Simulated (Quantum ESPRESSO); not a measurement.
pw.x input (Quantum ESPRESSO 7.5; PBEsol, PseudoDojo standard norm-conserving files, scalar-relativistic):

```
&CONTROL
  calculation = 'scf'
  pseudo_dir = './pseudo'
  outdir = './out'
  tprnfor = .true.
  tstress = .true.
/
&SYSTEM
  ibrav = 0
  nat = 10
  ntyp = 4
  ecutwfc = 84.0
  ecutrho = 336.0
  occupations = 'smearing'
  smearing = 'fd'
  degauss = 0.002
  nbnd = 48
/
&ELECTRONS
  conv_thr = 1e-09
/
ATOMIC_SPECIES
O 15.9990 O.upf
Ca 40.0780 Ca.upf
Mo 95.9500 Mo.upf
Ba 137.3270 Ba.upf
CELL_PARAMETERS angstrom
  0.000000000000   4.250320000000   4.250320000000
  4.250320000000   0.000000000000   4.250320000000
  4.250320000000   4.250320000000   0.000000000000
ATOMIC_POSITIONS crystal
O   0.729760000000   0.729760000000   0.270240000000
O   0.270240000000   0.270240000000   0.729760000000
O   0.270240000000   0.729760000000   0.729760000000
O   0.729760000000   0.270240000000   0.270240000000
O   0.729760000000   0.270240000000   0.729760000000
O   0.270240000000   0.729760000000   0.270240000000
Ca   0.000000000000   0.000000000000   0.000000000000
Mo   0.500000000000   0.500000000000   0.500000000000
Ba   0.750000000000   0.750000000000   0.750000000000
Ba   0.250000000000   0.250000000000   0.250000000000
K_POINTS automatic
6 6 6 0 0 0
```

End of the output:

```
     total energy              =    -528.71859175 Ry
     estimated scf accuracy    <       0.00000050 Ry
     total energy              =    -528.71859187 Ry
     estimated scf accuracy    <       0.00000021 Ry
     total energy              =    -528.71859191 Ry
     estimated scf accuracy    <          2.5E-09 Ry
[...]
     the Fermi energy is     9.4309 ev
!    total energy              =    -528.71859192 Ry
     estimated scf accuracy    <          8.5E-11 Ry
     smearing contrib. (-TS)   =      -0.00000000 Ry
     internal energy E=F+TS    =    -528.71859192 Ry
     The total energy is F=E-TS. E is the sum of the following terms:
     one-electron contribution =    -158.19633151 Ry
     hartree contribution      =     122.85970158 Ry
     xc contribution           =    -110.63680449 Ry
     ewald contribution        =    -382.74515750 Ry
     convergence has been achieved in  12 iterations
     Forces acting on atoms (cartesian axes, Ry/au):
     atom    1 type  1   force =     0.00000000    0.00000000   -0.02483545
     atom    2 type  1   force =    -0.00000000    0.00000000    0.02483545
     atom    3 type  1   force =    -0.02483545   -0.00000000    0.00000000
     atom    4 type  1   force =     0.02483545    0.00000000    0.00000000
     atom    5 type  1   force =     0.00000000   -0.02483545    0.00000000
     atom    6 type  1   force =     0.00000000    0.02483545    0.00000000
     atom    7 type  2   force =    -0.00000000   -0.00000000    0.00000000
     atom    8 type  3   force =    -0.00000000    0.00000000    0.00000000
     atom    9 type  4   force =     0.00000000   -0.00000000    0.00000000
     atom   10 type  4   force =    -0.00000000    0.00000000   -0.00000000
     Total force =     0.060834     Total SCF correction =     0.000028
     Computing stress (Cartesian axis) and pressure
          total   stress  (Ry/bohr**3)                   (kbar)     P=      -78.20
  -0.00053162   0.00000000  -0.00000000          -78.20        0.00       -0.00
  -0.00000000  -0.00053162   0.00000000           -0.00      -78.20        0.00
   0.00000000   0.00000000  -0.00053162            0.00        0.00      -78.20
```
In a gapped system the printed Fermi energy is only some level inside the gap.

Spin-orbit coupling is not included.

Geometry of the Materials Project entry, not relaxed at this level.
